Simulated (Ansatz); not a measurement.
## BN, first-principles data

BN:
```
BN
1.0
    2.53868     0.00000     0.00000
   -1.26934     2.19856     0.00000
    0.00000     0.00000     8.34253
B N
4 4
Cartesian
  0.00000   0.00000   8.34080
  0.00000   0.00000   4.16953
  1.26934   0.73285   6.26066
  0.00000   1.46571   2.08939
  0.00000   0.00000   6.78369
  0.00000   0.00000   2.61243
  1.26934   0.73285   4.69051
  0.00000   1.46571   0.51925
```

Space group P6_3mc (No. 186); conventional cell a = b = 2.5387 Å, c = 8.3425 Å, α = β = 90.00°, γ = 120.00°.

Method: HSE06 (plane waves, PAW; program Ansatz). Geometry: relaxed at this level of theory. Other levels are named where they apply.

**Cell and energy**

* **Volume per atom**: 5.82 Å³
* **Density**: 3.54 g/cm³

**Electronic structure**

- Band gap: 6.94 eV (indirect)
- Valence-band maximum: at Γ
- Conduction-band minimum: at M (3 equivalent valleys)
- Smallest direct gap on the standard path: 9.16 eV

**Mechanics**

- Bulk modulus (Birch–Murnaghan fit) = 404 GPa
- Pressure derivative B′ = 3.6

**Charges**

* **Bader charges**: B +2.24, N -2.25 to -2.24 e

A made-up cell: these elements were put on the sites of a structure type. Its sites differ from those of the usual phase in this space group: another stacking or structure type. The cell was relaxed with HSE06 under the symmetry of its start; its stability against distortions is not shown here. The hybrid was solved on a coarse mesh, the path and, where they were found, the r²SCAN edge points; its band edges are the extreme levels among these.

Potentials: the later of the program's two PAW sets.
